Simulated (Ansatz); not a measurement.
FeSi:
```cif
data_Fe4Si4
_chemical_formula_sum 'Fe4 Si4'
_space_group_name_H-M_alt 'P213'
_space_group_IT_number 198
_space_group_name_Hall 'P 2ac 2ab 3'
_cell_length_a 4.44792
_cell_length_b 4.44792
_cell_length_c 4.44792
_cell_angle_alpha 90.000
_cell_angle_beta 90.000
_cell_angle_gamma 90.000
loop_
_atom_site_label
_atom_site_type_symbol
_atom_site_symmetry_multiplicity
_atom_site_Wyckoff_symbol
_atom_site_fract_x
_atom_site_fract_y
_atom_site_fract_z
_atom_site_occupancy
Fe1 Fe 4 a 0.13600 0.13600 0.13600 1
Si1 Si 4 a 0.84071 0.84071 0.84071 1
```

Relaxed with PBE.

### Question
Which orbitals make up the states near the band edges in plane-wave PAW PBE (Ansatz code)?

### Answer
Top 1 eV of the valence band: Fe 3d 92 %. Bottom 1 eV of the conduction band: Fe 3d 87 %, Si 3p 9 %. Projections are on Löwdin-orthogonalised atomic valence shells; empty p or d shells of many metals are not among them.

### Question
Tabulate the density of states.

### Answer
States/eV per cell of 8 atoms, in 0.25 eV bins, energy from the valence-band maximum.

```tsv
E (eV)	total	Fe 3d	Si 3p	Si 3s
-7.85	1.56	0.31	0.46	0.70
-7.60	1.28	0.28	0.34	0.58
-7.35	1.20	0.29	0.29	0.55
-7.10	1.45	0.38	0.32	0.65
-6.85	2.04	0.50	0.60	0.73
-6.60	1.18	0.17	0.73	0.09
-6.35	1.31	0.25	0.78	0.11
-6.10	1.81	0.41	1.05	0.15
-5.85	3.37	0.91	1.92	0.23
-5.60	2.62	0.74	1.41	0.22
-5.35	3.08	0.96	1.57	0.25
-5.10	2.69	0.85	1.39	0.19
-4.85	1.61	0.50	0.85	0.10
-4.60	4.94	1.72	2.53	0.32
-4.35	3.66	1.47	1.66	0.27
-4.10	4.66	2.10	1.98	0.27
-3.85	1.14	0.55	0.45	0.07
-3.60	6.97	3.71	2.64	0.32
-3.35	5.66	3.46	1.80	0.16
-3.10	5.31	3.58	1.37	0.15
-2.85	8.64	6.04	1.89	0.27
-2.60	7.48	5.45	1.39	0.19
-2.35	17.35	13.19	2.73	0.27
-2.10	10.33	8.19	1.50	0.11
-1.85	7.77	6.29	1.01	0.08
-1.60	7.15	5.86	0.87	0.08
-1.35	6.00	5.27	0.51	0.04
-1.10	8.08	7.47	0.33	0.04
-0.85	9.17	8.45	0.40	0.07
-0.60	9.52	8.92	0.33	0.05
-0.35	9.79	9.02	0.41	0.10
-0.10	8.18	7.27	0.53	0.11
0.15	4.55	4.22	0.20	0.04
0.40	9.57	8.38	0.89	0.13
0.65	2.02	1.66	0.26	0.05
0.90	0.83	0.66	0.12	0.03
1.15	2.28	1.67	0.42	0.11
1.40	4.73	3.14	1.14	0.26
1.65	2.78	1.69	0.78	0.17
1.90	2.02	1.15	0.59	0.17
2.15	2.69	1.50	0.63	0.44
2.40	2.84	1.45	0.68	0.56
2.65	4.08	1.85	1.12	0.83
2.90	5.18	2.08	1.58	1.01
3.15	2.97	1.04	0.99	0.63
3.40	3.67	1.20	1.31	0.66
3.65	5.58	1.59	2.12	0.80
3.90	3.26	0.83	1.28	0.49
4.15	3.02	0.66	1.22	0.43
4.40	4.26	0.86	1.74	0.56
4.65	4.39	0.79	1.80	0.52
4.90	4.18	0.68	1.85	0.43
```

Space group P2_13. The PBE relaxation kept the symmetry of its start. The workflow began spin-polarised and lost its moments.

Potentials: the later of the program's two PAW sets.
